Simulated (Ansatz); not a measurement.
TiCo, in the lowest among the structures calculated here: Pm-3m (No. 221), cP2, CsCl type; a = b = c = 2.9405 Å, α = β = γ = 90.00°; Ti 1a (0.000, 0.000, 0.000); Co 1b (0.500, 0.500, 0.500). All values below come from PBEsol (plane waves to 420 eV, PAW, scalar-relativistic; Ansatz, a first-principles code). Element references, the lowest calculated here: Co (P6₃/mmc, ferromagnetic), Ti (P6₃/mmc).

Total energies (eV/atom, σ → 0; comparable only within this code, potentials and settings):

| phase | E (eV/atom) |
|---|---|
| TiCo (Pm-3m) | -3783.855 |
| Co (P6₃/mmc) | -5092.993 |
| Ti (P6₃/mmc) | -2473.897 |

**Question.** What is the formation energy of this Pm-3m form of TiCo from the elements?

**Answer.** E_f = -3783.855 − [1 × (-2473.897) + 1 × (-5092.993)] / 2 = -0.41 eV/atom (-0.8 eV per formula unit).

Static energies, no anion corrections, no zero-point energy. Values are rounded to 0.01 eV/atom. Spin state reached: ferromagnetic (net 0.36 μB/atom); other spin orders were not run from this start.
